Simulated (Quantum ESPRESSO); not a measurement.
## Calculated data, GaSi₃Ge₃P (made-up cell), Si₆GeC (made-up cell)

All values are calculated (Quantum ESPRESSO 7.5). Calculation on a made-up crystal cell, not a measurement: periodic Kohn-Sham density functional theory in plane waves with PseudoDojo standard norm-conserving scalar-relativistic pseudopotentials, each functional with its own files (v0.5 for PBE, v0.4.1 for LDA and PBEsol), no spin polarisation, no spin-orbit coupling, atoms not relaxed, stress positive in tension, energies less a fixed whole-eV offset for each atom's element; levels are Kohn-Sham levels at fractions of this cell's reciprocal vectors, counted from the reference band (half the neutral cell's valence electrons, rounded up) at Gamma; error bars cover cutoff and k-mesh only, not smearing or the files; added strain carries the atoms with the cell, and shear is the tensor component; each bar is the largest change over components, and at least 0.002 eV, 0.002 eV per angstrom or 0.02 GPa; energies are for the whole cell, and the offsets were chosen from early runs and are not element reference energies.

Settings shared by all entries: lattice type zincblende/diamond; functional pbe; fermi dirac smearing 0.1 eV; scf tolerance 1e-07 eV; electrons removed 0; k mesh 6 x 6 x 6, shifted by half a step.

(1) 
```cif
# cell vector a (Å): 5.5598 0.0000 0.0000
# cell vector b (Å): 0.0000 5.5598 0.0000
# cell vector c (Å): 0.0000 0.0000 5.5598
data_GaSi3Ge3P
_symmetry_space_group_name_H-M 'P 1'
_symmetry_Int_Tables_number 1
_cell_length_a 5.5598
_cell_length_b 5.5598
_cell_length_c 5.5598
_cell_angle_alpha 90.000
_cell_angle_beta 90.000
_cell_angle_gamma 90.000
_cell_volume 171.86
loop_
_atom_site_label
_atom_site_type_symbol
_atom_site_fract_x
_atom_site_fract_y
_atom_site_fract_z
_atom_site_occupancy
Ge1 Ge 0.00049 0.00511 0.99847 1
Ge2 Ge 0.99804 0.50604 0.50198 1
P1 P 0.50320 0.00070 0.48800 1
Ga1 Ga 0.49577 0.49964 0.99536 1
Si1 Si 0.25231 0.24668 0.27765 1
Si2 Si 0.25247 0.73569 0.74102 1
Si3 Si 0.75668 0.25639 0.74925 1
Ge3 Ge 0.75981 0.74862 0.25371 1
_calc_cutoff 1088  # eV
_calc_free_energy_less_offsets -1.804  # eV
_calc_smearing_term_minus_ts -0.02423  # eV
_calc_scf_iterations 10
_calc_pressure 1.662  # GPa
_calc_stress_xx -1.829  # GPa
_calc_stress_yy -1.488  # GPa
_calc_stress_zz -1.67  # GPa
_calc_stress_yz 0.9899  # GPa
_calc_stress_xz -0.9668  # GPa
_calc_stress_xy 1.539  # GPa
_calc_fermi_level 0.02188  # eV
_calc_reference_band 36
_calc_error_bar_energy 0.003135  # eV
_calc_error_bar_stress 0.02  # GPa
_calc_error_bar_force 0.00697  # eV/angstrom
_calc_error_bar_next_band_up 0.002  # eV
_calc_error_bar_fermi_level 0.002  # eV
_calc_error_bars_from 'tighter rerun of a related cell'
```

Atoms:
```csv
atoms element,atom site,atom energy offset (eV)
Ge,1,-2430
Ge,2,-2430
P,3,-189
Ga,4,-2080
Si,5,-115
Si,6,-115
Si,7,-115
Ge,8,-2430
```

Forces:
```csv
site,x (eV/Å),y (eV/Å),z (eV/Å)
1,0.9737,0.008216,-0.1905
2,0.3441,-0.7725,0.4102
3,0.009591,-0.09008,1.378
4,0.02002,-0.5282,0.5491
5,0.3277,0.2979,-1.755
6,0.4847,1.303,0.6668
7,-0.9919,-0.2686,0.206
8,-1.168,0.04995,-1.265
```

Levels:
```csv
level k point,next band up (eV)
Gamma,0.2566
"(1/2,1/2,1/2)",-0.2868
"(0.15,0,0)",0.2503
"(0,0.15,0)",0.207
"(0,0,0.15)",0.08517
```

(2) 
```cif
# cell vector a (Å): 5.5598 0.0000 0.0000
# cell vector b (Å): 0.0000 5.5598 0.0000
# cell vector c (Å): 0.0000 0.0000 5.5598
data_GaSi3Ge3P
_symmetry_space_group_name_H-M 'P 1'
_symmetry_Int_Tables_number 1
_cell_length_a 5.5598
_cell_length_b 5.5598
_cell_length_c 5.5598
_cell_angle_alpha 90.000
_cell_angle_beta 90.000
_cell_angle_gamma 90.000
_cell_volume 171.86
loop_
_atom_site_label
_atom_site_type_symbol
_atom_site_fract_x
_atom_site_fract_y
_atom_site_fract_z
_atom_site_occupancy
Ge1 Ge 0.00049 0.00511 0.99847 1
Ge2 Ge 0.99804 0.50604 0.50198 1
P1 P 0.50320 0.00070 0.48800 1
Ga1 Ga 0.49577 0.49964 0.99536 1
Si1 Si 0.25231 0.24668 0.28238 1
Si2 Si 0.25247 0.73569 0.74102 1
Si3 Si 0.75668 0.25639 0.74925 1
Ge3 Ge 0.75981 0.74862 0.25371 1
_calc_cutoff 1088  # eV
_calc_free_energy_less_offsets -1.755  # eV
_calc_smearing_term_minus_ts -0.02528  # eV
_calc_scf_iterations 10
_calc_pressure 1.725  # GPa
_calc_stress_xx -1.922  # GPa
_calc_stress_yy -1.583  # GPa
_calc_stress_zz -1.67  # GPa
_calc_stress_yz 0.9776  # GPa
_calc_stress_xz -0.9472  # GPa
_calc_stress_xy 1.77  # GPa
_calc_fermi_level 0.02298  # eV
_calc_reference_band 36
_calc_error_bar_energy 0.003135  # eV
_calc_error_bar_stress 0.02  # GPa
_calc_error_bar_force 0.00697  # eV/angstrom
_calc_error_bar_next_band_up 0.002  # eV
_calc_error_bar_fermi_level 0.002  # eV
_calc_error_bars_from 'tighter rerun of a related cell'
```

Atoms:
```csv
atoms element,atom site,atom energy offset (eV)
Ge,1,-2430
Ge,2,-2430
P,3,-189
Ga,4,-2080
Si,5,-115
Si,6,-115
Si,7,-115
Ge,8,-2430
```

Forces:
```csv
site,x (eV/Å),y (eV/Å),z (eV/Å)
1,1.018,0.0517,-0.1366
2,0.279,-0.7065,0.485
3,0.06349,-0.1443,1.454
4,-0.01633,-0.5643,0.5963
5,0.3313,0.2834,-2.026
6,0.483,1.304,0.6897
7,-0.995,-0.2711,0.2299
8,-1.163,0.04714,-1.292
```

Levels:
```csv
level k point,next band up (eV)
Gamma,0.2596
"(1/2,1/2,1/2)",-0.2674
"(0.15,0,0)",0.2483
"(0,0.15,0)",0.2053
"(0,0,0.15)",0.07579
```

(3) 
```cif
# cell vector a (Å): 5.7295 -0.0004 -0.0784
# cell vector b (Å): -0.0004 5.6848 -0.0683
# cell vector c (Å): -0.0784 -0.0683 5.6603
data_Si6GeC
_symmetry_space_group_name_H-M 'P 1'
_symmetry_Int_Tables_number 1
_cell_length_a 5.7300
_cell_length_b 5.6852
_cell_length_c 5.6613
_cell_angle_alpha 91.379
_cell_angle_beta 91.577
_cell_angle_gamma 89.999
_cell_volume 184.30
loop_
_atom_site_label
_atom_site_type_symbol
_atom_site_fract_x
_atom_site_fract_y
_atom_site_fract_z
_atom_site_occupancy
Si1 Si 0.00074 0.98572 0.99770 1
Si2 Si 0.00023 0.51822 0.51028 1
Ge1 Ge 0.53925 0.98646 0.48905 1
Si3 Si 0.50640 0.48197 0.98515 1
Si4 Si 0.25616 0.26144 0.22279 1
C1 C 0.24105 0.72406 0.76057 1
Si5 Si 0.75728 0.24954 0.74023 1
Si6 Si 0.72402 0.73157 0.25501 1
_calc_cutoff 1116  # eV
_calc_free_energy_less_offsets 3.107  # eV
_calc_smearing_term_minus_ts -0.02359  # eV
_calc_scf_iterations 11
_calc_pressure -10.62  # GPa
_calc_stress_xx 11.96  # GPa
_calc_stress_yy 9.929  # GPa
_calc_stress_zz 9.976  # GPa
_calc_stress_yz -2.04  # GPa
_calc_stress_xz 0.6335  # GPa
_calc_stress_xy -0.458  # GPa
_calc_fermi_level 0.1383  # eV
_calc_reference_band 21
_calc_error_bar_energy 0.002  # eV
_calc_error_bar_stress 0.02  # GPa
_calc_error_bar_force 0.01146  # eV/angstrom
_calc_error_bar_next_band_up 0.002  # eV
_calc_error_bar_fermi_level 0.02208  # eV
_calc_error_bars_from 'tighter rerun of a related cell'
```

Atoms:
```csv
atoms element,atom site,atom energy offset (eV)
Si,1,-115
Si,2,-115
Ge,3,-2430
Si,4,-115
Si,5,-115
C,6,-163
Si,7,-115
Si,8,-115
```

Forces:
```csv
site,x (eV/Å),y (eV/Å),z (eV/Å)
1,0.6687,-0.7949,-0.6932
2,1.56,0.06948,0.563
3,-3.119,1.167,0.9325
4,-1.591,1.109,-0.9086
5,-0.3691,-0.7426,1.18
6,-0.4092,-0.05274,-0.07775
7,0.9812,-0.07532,0.4493
8,2.278,-0.6805,-1.445
```

Levels:
```csv
level k point,next band up (eV)
Gamma,0.4294
"(1/2,1/2,1/2)",-0.1835
"(0.15,0,0)",0.3461
"(0,0.15,0)",0.3451
"(0,0,0.15)",0.3763
```

(4) 
```cif
# cell vector a (Å): 5.7295 -0.0004 -0.0784
# cell vector b (Å): -0.0004 5.6848 -0.0683
# cell vector c (Å): -0.0784 -0.0683 5.6603
data_Si6GeC
_symmetry_space_group_name_H-M 'P 1'
_symmetry_Int_Tables_number 1
_cell_length_a 5.7300
_cell_length_b 5.6852
_cell_length_c 5.6613
_cell_angle_alpha 91.379
_cell_angle_beta 91.577
_cell_angle_gamma 89.999
_cell_volume 184.30
loop_
_atom_site_label
_atom_site_type_symbol
_atom_site_fract_x
_atom_site_fract_y
_atom_site_fract_z
_atom_site_occupancy
Si1 Si 0.00074 0.98572 0.99770 1
Si2 Si 0.00023 0.51822 0.51028 1
Ge1 Ge 0.53925 0.98646 0.48905 1
Si3 Si 0.50640 0.48197 0.98515 1
Si4 Si 0.25616 0.26144 0.22279 1
Si5 Si 0.24105 0.72406 0.76057 1
C1 C 0.75728 0.24954 0.74023 1
Si6 Si 0.72402 0.73157 0.25501 1
_calc_cutoff 1116  # eV
_calc_free_energy_less_offsets 3.288  # eV
_calc_smearing_term_minus_ts -0.02289  # eV
_calc_scf_iterations 10
_calc_pressure -10.37  # GPa
_calc_stress_xx 11.07  # GPa
_calc_stress_yy 10.34  # GPa
_calc_stress_zz 9.692  # GPa
_calc_stress_yz -2.932  # GPa
_calc_stress_xz -1.351  # GPa
_calc_stress_xy 0.3262  # GPa
_calc_fermi_level 0.007271  # eV
_calc_reference_band 21
_calc_error_bar_energy 0.002  # eV
_calc_error_bar_stress 0.02  # GPa
_calc_error_bar_force 0.01146  # eV/angstrom
_calc_error_bar_next_band_up 0.002  # eV
_calc_error_bar_fermi_level 0.02208  # eV
_calc_error_bars_from 'tighter rerun of this cell'
```

Atoms:
```csv
atoms element,atom site,atom energy offset (eV)
Si,1,-115
Si,2,-115
Ge,3,-2430
Si,4,-115
Si,5,-115
Si,6,-115
C,7,-163
Si,8,-115
```

Forces:
```csv
site,x (eV/Å),y (eV/Å),z (eV/Å)
1,-0.9532,0.965,-0.3994
2,-1.224,-2.396,-0.7656
3,-2.004,2.731,2.216
4,0.7581,-1.017,-1.124
5,-0.3648,-0.7611,1.193
6,1.176,1.452,0.139
7,0.1566,-0.2158,0.2344
8,2.455,-0.7584,-1.493
```

Levels:
```csv
level k point,next band up (eV)
Gamma,0.2679
"(1/2,1/2,1/2)",-0.3411
"(0.15,0,0)",0.2566
"(0,0.15,0)",0.27
"(0,0,0.15)",0.2447
```

(5) 
```cif
# cell vector a (Å): 5.7295 -0.0004 -0.0784
# cell vector b (Å): -0.0004 5.6848 -0.0683
# cell vector c (Å): -0.0784 -0.0683 5.6603
data_Si6GeC
_symmetry_space_group_name_H-M 'P 1'
_symmetry_Int_Tables_number 1
_cell_length_a 5.7300
_cell_length_b 5.6852
_cell_length_c 5.6613
_cell_angle_alpha 91.379
_cell_angle_beta 91.577
_cell_angle_gamma 89.999
_cell_volume 184.30
loop_
_atom_site_label
_atom_site_type_symbol
_atom_site_fract_x
_atom_site_fract_y
_atom_site_fract_z
_atom_site_occupancy
Si1 Si 0.00074 0.98572 0.99770 1
Si2 Si 0.00023 0.51822 0.51028 1
Ge1 Ge 0.53925 0.98646 0.48905 1
Si3 Si 0.50640 0.48197 0.98515 1
Si4 Si 0.25616 0.26144 0.22279 1
Si5 Si 0.24105 0.72406 0.76057 1
Si6 Si 0.75728 0.24954 0.74023 1
C1 C 0.72402 0.73157 0.25501 1
_calc_cutoff 1116  # eV
_calc_free_energy_less_offsets 2.926  # eV
_calc_smearing_term_minus_ts -0.02408  # eV
_calc_scf_iterations 11
_calc_pressure -10.97  # GPa
_calc_stress_xx 11.18  # GPa
_calc_stress_yy 11  # GPa
_calc_stress_zz 10.72  # GPa
_calc_stress_yz -1.15  # GPa
_calc_stress_xz -1.682  # GPa
_calc_stress_xy -1.683  # GPa
_calc_fermi_level 0.0438  # eV
_calc_reference_band 21
_calc_error_bar_energy 0.002  # eV
_calc_error_bar_stress 0.02  # GPa
_calc_error_bar_force 0.01146  # eV/angstrom
_calc_error_bar_next_band_up 0.002  # eV
_calc_error_bar_fermi_level 0.02208  # eV
_calc_error_bars_from 'tighter rerun of a related cell'
```

Atoms:
```csv
atoms element,atom site,atom energy offset (eV)
Si,1,-115
Si,2,-115
Ge,3,-2430
Si,4,-115
Si,5,-115
Si,6,-115
Si,7,-115
C,8,-163
```

Forces:
```csv
site,x (eV/Å),y (eV/Å),z (eV/Å)
1,-0.6801,-0.1377,0.6198
2,-1.42,-0.8594,-2.413
3,-1.357,-1.156,-1.394
4,0.5738,1.256,1.293
5,-0.3394,-0.7381,1.28
6,1.185,1.57,0.1802
7,1.109,-0.0002713,0.4629
8,0.9288,0.06511,-0.02863
```

Levels:
```csv
level k point,next band up (eV)
Gamma,0.2911
"(1/2,1/2,1/2)",-0.2582
"(0.15,0,0)",0.2806
"(0,0.15,0)",0.2586
"(0,0,0.15)",0.3071
```
